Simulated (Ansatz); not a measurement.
Sn (Fd-3m), an elastic constant from a strain scan

Computed with Ansatz, DFT PBEsol, scalar-relativistic, plane waves, PAW. Cutoff 420 eV, Γ-centred 12×12×12 k-points, Gaussian smearing of 0.15 eV. No spin polarisation. Energies are free energies at this smearing, counted from the undisturbed cell; pressure is positive in compression.

The starting cell (as given, not relaxed at this level; it stands at 1.0 GPa):

```yaml
crystal:
  lattice:
    - [0.00000, 3.24560, 3.24560]
    - [3.24560, 0.00000, 3.24560]
    - [3.24560, 3.24560, 0.00000]
  atoms:
    - { symbol: Sn, position: [0.50000, 0.50000, 0.50000] }
    - { symbol: Sn, position: [0.75000, 0.75000, 0.75000] }
```

The cell is strained by ε times the Voigt pattern (0, 1, 0, 0, 0, 0) (xx, yy, zz, yz, xz, xy; engineering shear) with fractional coordinates fixed. The cell holds 2 atoms in V0 = 68.38 Å³. The stress column is τ = (1/V0) dE/dε, got from the stress tensor σ (compression positive) at each point as −det(1 + εP) σ : P(1 + εP)⁻¹, with P the pattern as a tensor.

```
      ε  ΔE (meV/atom)  τ (GPa)
-0.0200          7.134   -2.361
-0.0150          4.802   -2.012
-0.0100          2.839   -1.667
-0.0050          1.241   -1.328
 0.0000          0.000   -0.995
 0.0050         -0.886   -0.666
 0.0100         -1.424   -0.343
 0.0150         -1.620   -0.026
 0.0175         -1.592    0.131
 0.0200              ?        ?
```

Which combination of elastic constants does this scan measure, and how large is it?

For small ε, τ = τ0 + Kε with K = pᵀCp, which for this pattern is C11 in the cubic axes. The parabola through τ at ε = -0.0050, 0 and 0.0050 has slope K = 66 GPa at zero. The energies per cell, E = NΔE, of the same two points give K = 2[E(ε₊)/ε₊ − E(ε₋)/ε₋]/[(ε₊ − ε₋)V0] = 67 GPa, in agreement.

Predict the withheld row at ε = 0.0200 from the harmonic law, and compare.

ΔE = V0(τ0 ε + Kε²/2)/N = -1.420 meV/atom and τ = 0.33 GPa. The calculation gives -1.480 meV/atom and 0.29 GPa, a miss of 4.2 % of the harmonic energy, so the harmonic law still holds here.

In a metal these slopes depend on the k mesh and the smearing.